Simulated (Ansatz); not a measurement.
Molecular dynamics on a 2×2×1 supercell (16 atoms) of Si₃C (ordering on diamond), relaxed with r2SCAN. Forces come from PBEsol in the PAW code Ansatz: constant energy and volume (NVE), velocities drawn at 600 K, steps of 2 fs. Computed, non-magnetic; the trajectory is short and the cell small, so nothing here is a converged average. The structure comes from a prototype and may be hypothetical.

```yaml
crystal:
  lattice:
    - [6.8636204035, 0.0, 0.0]
    - [0.0, 6.8636204035, 0.0]
    - [0.0, 0.0, 5.0004336163]
  atoms:
    - { symbol: C, position: [0.0, 0.0, 0.0] }
    - { symbol: Si, position: [0.0, 0.25, 0.2031984776] }
    - { symbol: Si, position: [0.25, 0.25, 0.5] }
    - { symbol: Si, position: [0.25, 0.0, 0.7968015224] }
    - { symbol: C, position: [0.0, 0.5, 0.0] }
    - { symbol: Si, position: [0.0, 0.75, 0.2031984776] }
    - { symbol: Si, position: [0.25, 0.75, 0.5] }
    - { symbol: Si, position: [0.25, 0.5, 0.7968015224] }
    - { symbol: C, position: [0.5, 0.0, 0.0] }
    - { symbol: Si, position: [0.5, 0.25, 0.2031984776] }
    - { symbol: Si, position: [0.75, 0.25, 0.5] }
    - { symbol: Si, position: [0.75, 0.0, 0.7968015224] }
    - { symbol: C, position: [0.5, 0.5, 0.0] }
    - { symbol: Si, position: [0.5, 0.75, 0.2031984776] }
    - { symbol: Si, position: [0.75, 0.75, 0.5] }
    - { symbol: Si, position: [0.75, 0.5, 0.7968015224] }
kpoints:
  mp_grid: { grid: [2, 2, 4] }
hamiltonian:
  xc: pbesol
scf:
  occupations: { method: fermi_dirac, width: 0.052 }
md:
  ensemble: nve
  temperature: 600
  timestep: 2.0
  n_steps: 30
  initial_velocities: maxwell_boltzmann
  seed: 7132
```

Run as `ansatz run input.yaml --threads 4 --pin off --max-ram 3686MiB --backend cpu --events-out ev --progress --plain --runs-dir out`.

**Question.** It ran on 4 threads of Arm Neoverse N1, on a shared host. About how long did it take, and what peak of host memory did it reach?

**Answer.** About 95 s, with a peak of 0.6 GiB.

```
step  t (fs)  T (K)  free energy F from step 0 (meV/atom)  kinetic energy (meV/atom)  largest force (eV/Å)
   0       0    600                                   0.0                       72.7                  0.43
   1       2    586                                   1.7                       71.0                  0.58
   2       4    536                                   7.8                       65.0                  1.13
   3       6    459                                  17.3                       55.6                  1.69
   4       8    366                                  28.6                       44.4                  2.18
   5      10    276                                  39.7                       33.4                  2.56
   6      12    205                                  48.4                       24.9                  2.78
   7      14    166                                  53.1                       20.2                  2.79
   8      16    164                                  53.4                       19.8                  2.61
   9      18    192                                  49.8                       23.3                  2.28
  10      20    241                                  43.8                       29.2                  1.88
  11      22    298                                  36.9                       36.1                  1.71
  12      24    350                                  30.5                       42.4                  1.56
  13      26    389                                  25.7                       47.1                  1.39
  14      28    411                                  23.0                       49.8                  1.25
  15      30    415                                  22.5                       50.3                  1.25
  16      32    402                                  24.2                       48.7                  1.40
  17      34    373                                  27.7                       45.2                  1.61
  18      36    333                                  32.6                       40.4                  1.88
  19      38    287                                  38.2                       34.8                  2.19
  20      40    242                                  43.7                       29.4                  2.47
  21      42    207                                  48.0                       25.1                  2.65
  22      44    187                                  50.5                       22.7                  2.66
  23      46    185                                  50.7                       22.5                  2.50
  24      48    201                                  48.7                       24.4                  2.16
  25      50    229                                  45.3                       27.8                  2.06
  26      52    263                                  41.1                       31.8                  1.97
  27      54    295                                  37.2                       35.7                  1.97
  28      56    319                                  34.2                       38.7                  1.93
  29      58    333                                  32.6                       40.3                  1.82
  30      60    335                                  32.3                       40.6                  1.67
```

The temperature starts at 600 K, is lowest at step 8 (164 K, 16 fs) and ends at 335 K. The atoms start on their lattice sites with kinetic energy alone, so much of it first passes into potential energy. The conserved energy stays within 0.56 meV an atom. By the last step the atoms have moved 0.14 Å in the root mean square, the drift of the whole cell taken out, 0.20 Å at most.

Positions (Å) and forces (eV/Å) at step 30:
```
C   -0.046   0.034  -0.012    -0.012  -0.046   0.011
Si   0.000   1.780   0.961     1.066  -0.303   0.604
Si   1.846   1.846   2.499    -1.664  -0.075  -0.068
Si   1.635   0.146   4.005     0.946  -0.094   0.350
C   -0.019   3.476   0.035     0.181   0.237  -0.443
Si   0.011   5.213   1.016    -0.773  -0.325   0.143
Si   1.711   5.334   2.493    -0.060  -0.037  -0.070
Si   1.674   3.593   3.945    -0.161  -0.624   0.568
C    3.475  -0.002  -0.036    -0.628  -0.668   0.249
Si   3.462   1.633   1.009     0.535   0.455  -0.946
Si   5.209   1.598   2.494    -0.035   0.220   0.066
Si   5.173  -0.163   3.933    -0.476   0.975   0.881
C    3.308   3.390  -0.012     0.957   0.072   0.533
Si   3.422   5.081   1.027    -0.102   0.460  -0.824
Si   5.095   4.979   2.534     0.838  -0.791  -0.560
Si   5.143   3.264   4.099    -0.612   0.544  -0.493
```
